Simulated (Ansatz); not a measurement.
Ca₂CuO₃ in space group Immm (No. 71; Ca on 4j, Cu on 2d, O on 4j, O on 2a) under volume change, the program Ansatz at the PBEsol level (PAW), shape and atoms relaxed at each volume.

```json
[
 {"V (Å³/atom)": "11.111", "E − E(relaxed) (meV/atom)": "42.6", "P (GPa)": "13.48"},
 {"V (Å³/atom)": "11.477", "E − E(relaxed) (meV/atom)": "17.9", "P (GPa)": "8.26"},
 {"V (Å³/atom)": "11.843", "E − E(relaxed) (meV/atom)": "?", "P (GPa)": "?"},
 {"V (Å³/atom)": "12.210", "E − E(relaxed) (meV/atom)": "0.0", "P (GPa)": "0.00"},
 {"V (Å³/atom)": "12.576", "E − E(relaxed) (meV/atom)": "?", "P (GPa)": "?"},
 {"V (Å³/atom)": "12.942", "E − E(relaxed) (meV/atom)": "14.5", "P (GPa)": "-6.04"},
 {"V (Å³/atom)": "13.309", "E − E(relaxed) (meV/atom)": "31.1", "P (GPa)": "-8.41"}
]
```

Q: Fill in the missing entries.

A: 
- 12.576, E − E(relaxed) (meV/atom): 3.8
- 12.576, P (GPa): -3.26
- 11.843, E − E(relaxed) (meV/atom): 4.2
- 11.843, P (GPa): 3.82

Q: What does a third-order Birch–Murnaghan fit give for V₀, B₀ and B′?

A: V₀ = 12.21 Å³/atom, B₀ = 117 GPa, B′ = 4.2.

The workflow started from an entry of the Crystallography Open Database (COD). Whether it is the stable phase at ambient conditions was not checked. Symmetry was held in the PBEsol relaxation; whether a distortion lowers the energy is not shown. The run is not spin-polarised. No Hubbard U is applied.

Potentials: the later of the program's two PAW sets.
